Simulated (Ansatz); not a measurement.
CuAu in space group R-3m (No. 166; Cu on 3b, Au on 3a) under volume change, LDA in the plane-wave PAW code Ansatz, shape and atoms relaxed at each volume.

```tsv
V (Å³/atom)	E − E(relaxed) (meV/atom)	P (GPa)
12.804	79.6	22.36
13.226	32.9	13.39
13.648	7.7	6.01
14.070	0.0	0.00
14.493	[?]	[?]
14.915	25.5	-9.09
15.337	[?]	[?]
```

Task: Some entries are withheld; supply them.

Result: 
- 14.493, E − E(relaxed) (meV/atom): 6.8
- 14.493, P (GPa): -4.98
- 15.337, E − E(relaxed) (meV/atom): 54.0
- 15.337, P (GPa): -12.44

Task: What does a third-order Birch–Murnaghan fit give for V₀, B₀ and B′?

Result: V₀ = 14.07 Å³/atom, B₀ = 183 GPa, B′ = 5.5.

The first step of the workflow began from a Materials Project structure, measured or hypothetical; the Crystallography Open Database copy checked does not list it. It is not the phase usual at ambient conditions (space group No. 123). The LDA relaxation kept the symmetry of its start; its stability against distortions is not shown here. The run is not spin-polarised. Spin–orbit coupling is left out wherever it is not named.

Potentials: the later of the program's two PAW sets.
